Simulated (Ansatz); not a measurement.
The relaxed structure here is a generated cell of TiB2: the first start was made by placing the elements on the sites of a structure type, and the end was not matched to a known phase here, so it may be hypothetical. Known forms of TiB2 include space group No. 191.

One stationary structure of TiB₂. Space group I4₁/amd (No. 141). The numbers are results of r2SCAN (plane waves to 500 eV, PAW, scalar-relativistic; Ansatz, a program for electronic structure), not measurements.

```cif
data_B8Ti4
_chemical_formula_sum 'Ti4 B8'
_space_group_name_H-M_alt 'I41/amd :1'
_space_group_IT_number 141
_space_group_name_Hall 'I 4bw 2bw -1bw'
_cell_length_a 3.10636
_cell_length_b 3.10636
_cell_length_c 10.51848
_cell_angle_alpha 90.000
_cell_angle_beta 90.000
_cell_angle_gamma 90.000
loop_
_atom_site_label
_atom_site_type_symbol
_atom_site_symmetry_multiplicity
_atom_site_Wyckoff_symbol
_atom_site_fract_x
_atom_site_fract_y
_atom_site_fract_z
_atom_site_occupancy
Ti1 Ti 4 a 0.00000 0.00000 0.00000 1
B1 B 8 e 0.00000 0.00000 0.41706 1
```
(The calculation used a cell of 6 atoms; values per cell refer to that cell.)

For TiB2, the volume per atom comes out as 8.46 Å³. The band gap comes out as no gap (metallic), the shortest distances is B–B 1.74 Å; B–Ti 2.35 Å; Ti–Ti 3.05 Å and the k-mesh is 20×20×20.

Band energies at high-symmetry points (eV from the Fermi level; labels of this space group; no spin-orbit coupling), from −5 eV up to 2.6 eV:

```csv
point,energies
Γ,-3.46 -3.46 -2.81 -2.41 -2.41 -2.24 -1.53 1.53 2.12 2.31
X,-4.28 -4.28 -3.32 -3.32
P,-4.34 -4.34 -3.28 -3.28
N,-4.60 -4.59 -4.35 -2.01 -1.10 -0.97 0.60 0.86 1.67
M,-3.38 -3.38 -2.54 -2.54 -2.26 -2.26 1.82 1.82 2.42 2.42
S,-4.34 -3.26 -2.72 -1.79 -0.43 0.73 0.97 2.01
S0,-4.34 -3.26 -2.72 -1.79 -0.43 0.73 0.97 2.01
R,-4.25 -4.25 -3.27 -3.27
```

No spin polarisation in the result.

It was reached from a disturbed copy of a Immm (No. 71) cell, against which it lies -1.39 eV/atom.
